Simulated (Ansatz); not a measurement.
VIr₃: do energies and stresses tell the same story?

Level of theory: Ansatz, DFT r2SCAN, scalar-relativistic, plane waves, PAW.

Cutoff 500 eV; k points 12×12×12 on the computed 4-atom cell (Γ-centred); Gaussian smearing, width 0.10 eV; no spin polarisation.

Relaxed cell: Pm-3m, a = 3.810 Å, b = 3.810 Å, c = 3.810 Å, α = 90.00°, β = 90.00°, γ = 90.00°, 4 atoms in the primitive cell. Whether it is the stable form of this composition wasn't checked.

Energies at zero smearing and pressures from the stress tensor, at volumes with shape and atoms relaxed:
```
V (Å³/atom) E − E(first) (meV/atom) P (GPa)
     12.163                     0.00    60.26
     12.577                  -130.39    41.07
     12.992                  -215.18    24.94
     13.407                  -261.64    11.38
     13.821                  -275.90    -0.01
     14.236                  -263.12    -9.56
     14.651                  -227.65   -17.58
     15.203                  -151.37   -26.26
```

**Question.** Check P = −dE/dV between neighbouring volumes, and get the bulk modulus from the pressures alone.

**Answer.** With 1 eV/Å³ = 160.2 GPa:
```tsv
middle V (Å³/atom)	−ΔE/ΔV (GPa)	mean P (GPa)
12.370	50.384	50.666
12.785	32.764	33.003
13.199	17.952	18.161
13.614	5.509	5.689
14.029	-4.939	-4.785
14.443	-13.705	-13.571
14.927	-22.107	-21.916
```

The two differ by 0.28 GPa at most. The mean of two end pressures misses the average over a step by about ΔV² P″/12, up to 0.27 GPa here; with that taken off 0.02 GPa remains. Around V = 13.821 Å³/atom, the two neighbours give B = −V ΔP/ΔV = 13.821 × 20.95 / 0.829 = 349.1 GPa, against B0 = 347.0 GPa from the Birch–Murnaghan fit of the energies.

Spin-orbit coupling is left out, which matters for the bands of heavy elements.

A ferromagnetic start lost its moments in a first run, so spin was left out; other magnetic orders weren't tried.

Cost: 9 runs of about 5.2 core-minutes in all, on Arm Neoverse V2 (shared hosts).